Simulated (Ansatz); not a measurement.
Crystals of one structure type (rock salt) and one family of elements, relaxed and computed with plane-wave PAW r²SCAN (Ansatz code).

```json
[
 {"crystal": "BP", "V (Å³/atom)": "10.06", "B₀ by P(V) fit (GPa)": "162"},
 {"crystal": "BAs", "V (Å³/atom)": "12.19", "B₀ by P(V) fit (GPa)": "?"},
 {"crystal": "GaP", "V (Å³/atom)": "16.76", "B₀ by P(V) fit (GPa)": "98.9"},
 {"crystal": "BiB", "V (Å³/atom)": "18.16", "B₀ by P(V) fit (GPa)": "85.8"},
 {"crystal": "GaAs", "V (Å³/atom)": "18.92", "B₀ by P(V) fit (GPa)": "82.1"},
 {"crystal": "InAs", "V (Å³/atom)": "22.92", "B₀ by P(V) fit (GPa)": "71.3"},
 {"crystal": "GaSb", "V (Å³/atom)": "23.62", "B₀ by P(V) fit (GPa)": "63.2"}
]
```

### Question
Fit a straight line to ln B₀ against ln V and predict the withheld value.

### Answer
Least squares on the 6 shown rows: ln B₀ = -1.06 × ln V + (7.542), with a scatter of 3 %. For BAs this gives 133. The run itself gave 135, within the scatter.

Constructed cells (a structure type filled with these elements, in neither database checked): BP, rock salt; BAs, rock salt; GaP, rock salt; BiB, rock salt; GaAs, rock salt. Typed or built starts, not in the databases checked: GaSb, rock salt. Not the usual ambient phase: BP, rock salt; BAs, rock salt; GaP, rock salt; GaAs, rock salt; InAs, rock salt; GaSb, rock salt. All cells were relaxed under the symmetry of their starts (and spin orders); stability against distortions was not tested throughout. Spin–orbit coupling is left out wherever it is not named.

Potentials: the later of the program's two PAW sets.
